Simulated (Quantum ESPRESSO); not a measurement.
Simulation results for Mo$_{2}$SeS$_{3}$ (made-up cell)

All values are calculated (Quantum ESPRESSO 7.5). Calculation on a made-up crystal cell, not a measurement, with one named mistake planted (healthy values lack it): periodic Kohn-Sham density functional theory in plane waves with PseudoDojo standard norm-conserving scalar-relativistic pseudopotentials, each functional with its own files (v0.5 for PBE, v0.4.1 for LDA and PBEsol), no spin polarisation, no spin-orbit coupling, atoms not relaxed, stress positive in tension, energies less a fixed whole-eV offset for each atom's element; levels are Kohn-Sham levels at fractions of this cell's reciprocal vectors, counted from the reference band (half the neutral cell's valence electrons, rounded up) at Gamma; error bars cover cutoff and k-mesh only, not smearing or the files; each bar is the largest change over components, and at least 0.002 eV, 0.002 eV per angstrom or 0.02 GPa; a charged cell sits in a uniform background, with energy and stress on this program's zero of potential; no dispersion term; energies are for the whole cell, and the offsets were chosen from early runs and are not element reference energies; a distance is the largest change of any value in units of its error bar (the energy's for the smearing term), a scale change is of lengths, and a coarse mesh keeps the half-step shift; machines and their load varied, so run times do not measure scaling.

## Mo$_{2}$SeS$_{3}$ (made-up cell)

Intended structure:
```
cell vectors (Å)
   3.2281    -0.0490    -0.0012
  -0.0848     5.5920    -0.0565
  -0.0046    -0.1297    12.7686
atoms (fractions of the cell vectors)
Mo -0.00289  0.32804  0.24851
Mo  0.54754  0.18159  0.74281
Mo  0.49708  0.83593  0.24889
Mo  0.02996  0.67294  0.74793
S  -0.01032  0.33518  0.62467
S   0.01004  0.34321  0.87061
Se  0.46262  0.17582  0.12643
S   0.52096  0.15029  0.38329
S   0.45922  0.84028  0.62263
Se  0.49363  0.82563  0.86683
S   0.03571  0.67043  0.13492
S  -0.01341  0.65218  0.36968
```

| Property | Result |
| --- | --- |
| lattice type | layered 2H, rectangular cell |
| intended functional | pbe |
| intended cutoff | 1170 eV |
| intended fermi dirac smearing | 0.025 eV |
| intended scf tolerance | 1e-07 eV |
| intended electrons removed | 0 |
| healthy free energy less offsets | 3.991 eV |
| healthy scf iterations | 20 |
| healthy smearing term minus ts | 0 eV |
| healthy pressure | 4.89 GPa |
| healthy stress xx | -4.51 GPa |
| healthy stress yy | -1.97 GPa |
| healthy stress zz | -8.18 GPa |
| healthy stress yz | -5.26 GPa |
| healthy stress xz | 0.7 GPa |
| healthy stress xy | -3.77 GPa |
| fault kind | wrong charge |
| fault electrons removed | 1 |
| faulty run command | mpirun -np 4 pw.x -nk 4 -in in |
| faulty run processor | Intel Xeon, 2023 or later, virtual cores |
| intended k mesh | 7 x 4 x 2, shifted by half a step |
| structure shown | as intended, without the mistake |
| faulty pressure | ? |
| faulty stress xy | ? |

Atoms:
```csv
atoms element,atom site,atom energy offset (eV)
Mo,1,-1911
Mo,2,-1911
Mo,3,-1911
Mo,4,-1911
S,5,-302
S,6,-302
Se,7,-3300
S,8,-302
S,9,-302
Se,10,-3300
S,11,-302
S,12,-302
```

Healthy forces:
```csv
site,x (eV/Å),y (eV/Å),z (eV/Å)
1,-0.745,0.694,3.779
2,-3.333,-0.742,1.108
3,1.377,-0.617,2.671
4,-3.561,-1.734,-3.147
5,1.927,0.517,-0.79
6,0.955,-0.096,-0.422
7,1.366,-1.049,-2.884
8,-0.488,0.73,-1.801
9,1.861,0.034,-0.102
10,2.146,2,3.38
11,-1.765,-0.721,-1.745
12,0.26,0.984,-0.047
```

Q: Give the missing faulty pressure for Mo$_{2}$SeS$_{3}$ (made-up cell).
A: -6.279 GPa

Q: What faulty stress xy does the calculation give for Mo$_{2}$SeS$_{3}$ (made-up cell)?
A: -3.753 GPa

Q: Give the table of faulty forces values for Mo$_{2}$SeS$_{3}$ (made-up cell).
A: 
Faulty forces:
```csv
site,x (eV/Å),y (eV/Å),z (eV/Å)
1,-0.6495,0.6018,3.452
2,-3.17,-0.6435,0.8324
3,1.301,-0.604,2.441
4,-3.522,-1.721,-2.998
5,1.808,0.4504,-0.6336
6,0.9332,-0.1242,-0.4224
7,1.308,-0.9561,-2.688
8,-0.5039,0.6909,-1.748
9,1.83,0.09289,-0.06079
10,2.106,1.932,3.308
11,-1.702,-0.625,-1.424
12,0.2614,0.9065,-0.05809
```

Further results for Mo$_{2}$SeS$_{3}$ (made-up cell):

| Property | Result |
| --- | --- |
| faulty free energy less offsets | -6.352 eV |
| faulty scf iterations | 23 |
| faulty smearing term minus ts | -0.01437 eV |
| faulty stress xx | 5.686 GPa |
| faulty stress yy | 8.179 GPa |
| faulty stress zz | 4.972 GPa |
| faulty stress yz | -4.797 GPa |
| faulty stress xz | 0.64 GPa |
| other mistakes compared | 7 |
| distance from healthy | 5172 error bars |
| distance from nearest other mistake | 4402 error bars |
| healthy error bar energy | 0.002 eV |
| healthy error bar stress | 0.02 GPa |
| healthy error bar force | 0.002 eV/Å |
| faulty wall time of scf and band steps on a shared machine | 315.3 s |
